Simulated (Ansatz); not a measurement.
Input file for Ansatz (a quantum-chemistry and plane-wave program):

Ansatz 0.2 input:
```yaml
crystal:
  lattice:
    - [4.0681543616, 0.0, 0.0]
    - [0.0, 4.0681543616, 0.0]
    - [0.0, 0.0, 4.0681543616]
  atoms:
    - { symbol: Cs, position: [0.0, 0.0, 0.0] }
    - { symbol: Cl, position: [0.5, 0.5, 0.5] }
kpoints:
  mp_grid: { grid: [5, 5, 5] }
hamiltonian:
  xc: hse06
  pseudopotentials: { kind: paw }
scf:
  n_extra_bands: 6
  occupations: { method: fixed }
output:
  eigenvalues: true
  eigenstates:
    e_range: [-9.0, 15.8]
    kpoints:
      - [0.0, 0.0, 0.0]  # VBM
      - [0.0, 0.0, 0.0]  # CBM
      - [0.0, 0.0, 0.0]  # GAMMA
      - [0.5, 0.5, 0.5]  # R
      - [0.5, 0.5, 0.0]  # M
      - [0.0, 0.5, 0.0]  # X
```

Output (shortened):

```
Pseudopotential: Cs, paw, valence charge 9
Pseudopotential: Cl, paw, valence charge 7
Functional definition: HSE06
davidson cushion auto → on  (no smearing: the cushion is to keep the highest requested band from converging to the state above it …
Crystal: 2 atoms, lattice volume = 67.327 Å³
Basis set: ecut = 420 eV, 1357 PW (Γ)
Bands: 14, of which v1, the nominal top of the filled ones, is band 8 counted from 1 (7 counted from 0)
Symmetry: 48 space group operations
Space group: Pm-3m (ITA 221), of the structure as read, at distance tolerance 4.1e-5 Å
k-points: 10 of 125
SCF iter   1: F=—  HF=-6754.095513 eV  |F-HF|=—  |Δ(HF+E_count)|=         —  Δρ=7.11e-4  dr2=4.86e-4  ethr=1.77e-3  ⟨swp⟩=2.0  Hψ=1127  notcnv=0
preconditioner: auto → none
iter 2 solved again at ethr=1.08e-7 eV; its pass at ethr=3.04e-6 eV (dr2=1.73e-5 eV) is discarded
SCF iter   2: F=-6754.095613 eV  HF=-6754.095576 eV  |F-HF|=3.67e-5  |Δ(HF+E_count)|=   6.27e-5  Δρ=1.49e-4  dr2=1.70e-5  ethr=1.08e-7  ⟨swp⟩=3.7  Hψ=938  notcnv=0  defer=4
SCF 1 stopped early in 2 iterations: F = -6754.095613 eV  dr2 = 1.70e-5
Crystal: 2 atoms, lattice volume = 67.327 Å³
Exchange kernel: α = 0.2500, screened, ω = 0.2079 Å⁻¹, Wigner–Seitz truncation, v(0) = 1045.6066 eV·Å³, q-mesh 5×5×5, nearest image of the exchange supercell L …
Frozen-core exchange: fock
SCF iter   1: F=—  HF=-6759.849698 eV  |F-HF|=—  |Δ(HF+E_count)|=         —  Δρ=2.36e-3  dr2=3.83e-3  ethr=1.06e-6  ⟨swp⟩=8.6  Hψ=889  notcnv=0
preconditioner: auto → none
SCF iter   2: F=—  HF=-6759.848480 eV  |F-HF|=—  |Δ(HF+E_count)|=   1.22e-3  Δρ=1.12e-3  dr2=6.10e-4  ethr=1.06e-6  ⟨swp⟩=4.9  Hψ=539  notcnv=0  defer=3
SCF iter   3: F=—  HF=-6759.849944 eV  |F-HF|=—  |Δ(HF+E_count)|=   1.46e-3  Δρ=4.15e-4  dr2=1.26e-4  ethr=1.06e-6  ⟨swp⟩=3.4  Hψ=410  notcnv=0
SCF iter   4: F=—  HF=-6759.849918 eV  |F-HF|=—  |Δ(HF+E_count)|=   2.61e-5  Δρ=6.98e-5  dr2=4.73e-6  ethr=7.46e-7  ⟨swp⟩=3.1  Hψ=355  notcnv=0
SCF iter   5: F=-6759.849930 eV  HF=-6759.849930 eV  |F-HF|=1.81e-7  |Δ(HF+E_count)|=   1.21e-5  Δρ=2.31e-5  dr2=6.47e-7  ethr=2.03e-8  ⟨swp⟩=4.4  Hψ=515  notcnv=0
SCF 2 stopped early in 5 iterations: F = -6759.849930 eV  dr2 = 6.47e-7
hybrid outer 1: dexx = +1.717e-3 eV, tail = 5.47e-6 eV
Crystal: 2 atoms, lattice volume = 67.327 Å³
Exchange kernel: α = 0.2500, screened, ω = 0.2079 Å⁻¹, Wigner–Seitz truncation, v(0) = 1045.6066 eV·Å³, q-mesh 5×5×5, nearest image of the exchange supercell L …
Frozen-core exchange: fock
SCF iter   1: F=—  HF=-6759.849983 eV  |F-HF|=—  |Δ(HF+E_count)|=         —  Δρ=1.95e-5  dr2=1.31e-7  ethr=1.71e-7  ⟨swp⟩=3.1  Hψ=336  notcnv=0
preconditioner: auto → none
SCF iter   2: F=-6759.849983 eV  HF=-6759.849983 eV  |F-HF|=4.49e-9  |Δ(HF+E_count)|=   5.56e-8  Δρ=1.01e-5  dr2=2.58e-8  ethr=5.86e-10  ⟨swp⟩=4.7  Hψ=572  notcnv=0
SCF 3 converged in 2 iterations: F = -6759.849983 eV  dr2 = 2.58e-8
hybrid outer 2: dexx = +8.446e-8 eV, tail = 5.89e-8 eV, Δε = 1.44e-3 eV (about 1.59e-4 eV left of the loop's levels)
NSCF: frozen V_eff on 6 k-points
hybrid SCF converged: 2 outer / 7 inner (+2 warm-up), last move |dexx| = 8.45e-8 eV, tail = 5.89e-8 eV
Stability not checked (fock_operator)
Free energy (F): -6759.849983 eV
Frozen-core exchange: fock
Harris-Foulkes:  -6759.849983 eV  (|F-HF|=4.49e-9)
Internal energy: -6759.849983 eV  (E = F + TS)
E sigma→0 (E₀):  -6759.849983 eV
Fermi energy:    2.420877 eV
--- Per-component energies (eV) ---
  E_band       = -69.523098
  E_kinetic    = 305.105200
  E_local      = -410.316844  (includes V_loc(G=0)·N_el)
  E_nonlocal   = 58.529199
  E_hartree    = 133.451319
  E_xc         = -227.125623
  E_vxc        = -200.562536  (∫ρ·V_xc dr)
  E_exx        = -31.624151  (= α·E_x^exact, valence–valence)
  E_paw        = -5755.983924  (= ΣΔE_a)
  E_vpaw       = -25.932218  (= ΣTr[D̂ρ^β])
  E_aug_tail   = 0.000088  (compensation charges beyond the density's cutoff)
  E_ewald      = -831.616295
  E_core_change = -0.268951  (= ΣΔE_core)
  E_smearing   =  0.000000  (= −TS)
  E_closure    = 0.000000  (closes the sum)
  Σ components = -6759.849983   (vs F -6759.849983, Δ=9.09e-13)
  [band-id]    e_kinetic+e_local+e_nonlocal+2·e_hartree+e_vxc+2·e_exx+e_vpaw+e_augmentation_tail = -69.522776   (vs E_band -69.523098, Δ=3.22e-4)
--- Band table (eV; the first three rows and the last of 10) ---
  k-point 0: bands = ["-18.0868", "-10.9718", "-3.5427", "-3.5427", "-3.5427", "2.4209", "2.4209", "2.4209", "9.0630", "9.0630", "9.2136", "14.1535", "14.1535", "14.1535"]
  k-point 1: bands = ["-18.0491", "-10.9924", "-3.7650", "-3.4798", "-3.4798", "1.9072", "2.3240", "2.3240", "9.3495", "9.9551", "10.2444", "13.8294", "13.8294", "14.4029"]
  k-point 2: bands = ["-17.9865", "-11.0314", "-4.0770", "-3.3731", "-3.3731", "1.2152", "2.1588", "2.1588", "10.0332", "11.3846", "12.4877", "13.1290", "13.6415", "13.6415"]
  k-point 9: bands = ["-17.8249", "-10.8102", "-4.1565", "-4.1102", "-4.1102", "1.3101", "1.3101", "1.5174", "11.7057", "12.4238", "12.4238", "13.8923", "13.8923", "14.0616"]
```

Cost: very roughly 80 core-seconds on shared cores.

The points marked VBM and CBM come from a semilocal run.

Symmetry was held in the PBEsol relaxation. Scalar-relativistic: spin–orbit coupling is off unless named, which matters more the heavier the elements.

Potentials: the later of the program's two PAW sets.

Ansatz is a plane-wave DFT program.
